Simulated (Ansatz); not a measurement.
Consider the following.

BeS:
```
BeS
1.0
    0.00000     2.41876     2.41876
    2.41876     0.00000     2.41876
    2.41876     2.41876     0.00000
Be S
1 1
Cartesian
  0.00000   0.00000   0.00000
  1.20938   1.20938   1.20938
```

This is the PBEsol-relaxed structure. Cartesian axes are those of the cell as given.

Task: All from PBEsol in the plane-wave PAW code Ansatz, unless another level is named. Estimate the Poisson's ratio.

Result: 0.22.

Task: Give the piezoelectric stress constants (proper, relaxed ions, C/m²).

Result: e14 = e25 = e36 = -0.16.

Space group F-43m (zinc blende). The cell was relaxed with PBEsol under the symmetry of its start. Signs of piezoelectric constants follow the polarity of the cell as given.

Potentials: the earlier of the program's two PAW sets. The files were generated under PBE; for other functionals the program regenerates the frozen cores, and for LDA and PBEsol the local potential too.
